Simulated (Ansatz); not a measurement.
A trial cell of Ga3O2, before relaxation:

```cif
data_structure
_symmetry_space_group_name_H-M 'Fmm2'
_symmetry_Int_Tables_number 42
_cell_length_a 7.1557
_cell_length_b 7.2798
_cell_length_c 6.6952
_cell_angle_alpha 90.000
_cell_angle_beta 90.000
_cell_angle_gamma 90.000
_cell_volume 348.76
loop_
_atom_site_label
_atom_site_type_symbol
_atom_site_symmetry_multiplicity
_atom_site_Wyckoff_symbol
_atom_site_fract_x
_atom_site_fract_y
_atom_site_fract_z
_atom_site_occupancy
Ga1 Ga 4 a 0.00000 0.00000 0.87800 1
Ga2 Ga 8 b 0.75000 0.25000 0.56333 1
O1 O 8 d 0.10663 0.00000 0.12237 1
```

The calculation used DFT PBE, scalar-relativistic, plane waves, PAW (Ansatz). Cutoff 420 eV, Gaussian smearing, Γ-centred meshes. Cell and atoms relax first on a coarse mesh and then on a finer one. In between, the cell is made exact in the group found at 0.06 Å. In metals the finer mesh still leaves noise of several meV/atom or more. The steps can't lower the symmetry of their start. No spin polarisation in the relaxation; trial moments died out in a coarse test.

A guess keeps its type if space group and coordination stay and the shape of the cell changes little (axis ratios within about 15 %, angles within 6°); the volume may change.

Task: Does it keep its structure type, or change into something else?

Result: It doesn't keep its type. The symmetry stays Fmm2 (No. 42). The volume per atom shrinks by 7.3 %, from 17.4 to 16.2 Å³. The shortest distance goes from 1.53 Å (O–O) to 1.94 Å (Ga–O). Counting neighbours within 15 % of an atom's shortest distance, the start has Ga 2, O 1 and the end Ga 2, O 3. In detail, at the end around Ga on a site of symmetry mm2 lie 2 O at 1.96 Å; Ga on a site of symmetry 2 is surrounded by 2 O at 1.94 Å; around O lie 3 Ga at 1.94–1.96 Å.

```
Ga O
1.0
     0.00000    3.17996    4.24767
     2.99102    0.00000    4.24767
     2.99102    3.17996    0.00000
Ga O
3 2
Direct
  0.86086 0.86086 0.13914
  0.66861 0.66861 0.83139
  0.16861 0.16861 0.33139
  0.80985 0.24149 0.75851
  0.24149 0.80985 0.19015
```

The zero of energy is the elements' standard structures at the same level (O₂ as a molecule); no fitted shifts are applied.

Task: At what energy does it end?

Result: −0.95 eV/atom. A negative formation energy is needed for stability but isn't enough: competing phases decide.

The last run used a 10×10×10 mesh for its 5-atom cell and Gaussian smearing of 0.10 eV. An odd number of electrons in the primitive cell allows no gap without spin; a larger cell or a magnetic state could open one. A structure relaxed within its symmetry needn't be a true minimum.
